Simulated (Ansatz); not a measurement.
Structure: an ordered 8-atom cell of Ga4P3N on the zincblende lattice (Pmm2), at its r2SCAN minimum. Space group Pmm2 (No. 25), orthorhombic; a = 3.694 Å, b = 7.431 Å, c = 5.164 Å in the conventional setting, 17.72 Å³ an atom. Around N lie 4 Ga at 1.99–2.11 Å; around Ga lie 2 N at 2.11 Å and 2 P at 2.34 Å; around P lie 4 Ga at 2.31–2.34 Å; around Ga lie 1 N at 1.99 Å and 3 P at 2.33–2.40 Å; around P lie 4 Ga at 2.32–2.40 Å; around Ga lie 4 P at 2.31–2.32 Å.

```xyz
8
Lattice="3.6942 0.0000 0.0000 0.0000 7.4310 0.0000 0.0000 0.0000 5.1643" Properties=species:S:1:pos:R:3 pbc="T T T"
N     0.0000    0.0000    0.0273
Ga    1.8471    0.0000    4.1634
P     1.8471    5.6994    2.5887
Ga    0.0000    5.8105    1.1783
P     0.0000    3.7155    0.0014
Ga    1.8471    3.7155    3.7670
P     1.8471    1.7316    2.5887
Ga    0.0000    1.6205    1.1783
```

The questions ask for values computed with the PAW code Ansatz on this geometry. All values are calculated for a non-magnetic cell, which may be hypothetical.

Given (8×4×6 mesh): With PBE the valence top at Y and the conduction bottom at Γ reach the same energy, so the least gap is zero; the least direct gap is 0.06 eV.

Question: How does the gap change from PBE to PBE+SOC (8×4×6)?

Answer: With PBE+SOC the valence top at Y and the conduction bottom at Γ reach the same energy, so the least gap is zero; the least direct gap is 0.06 eV.

Question: How does the gap change from PBE to r2SCAN (8×4×6)?

Answer: r2SCAN gives an indirect gap of 0.27 eV, from Y to Γ; the least direct gap is 0.34 eV at Γ.

Question: How does the gap change from PBE to HSE06 (4×2×4)?

Answer: The HSE06 gap is indirect, 0.71 eV (Y to Γ), below the direct gap of 0.79 eV at Γ.

Only the levels marked +SOC include spin-orbit coupling.

Gaps or overlaps of about a tenth of an eV are at the limit of these meshes: between the points read a gap can be smaller or closed.

The meshes of the hybrids are coarse, so their gaps aren't converged to the digits shown.
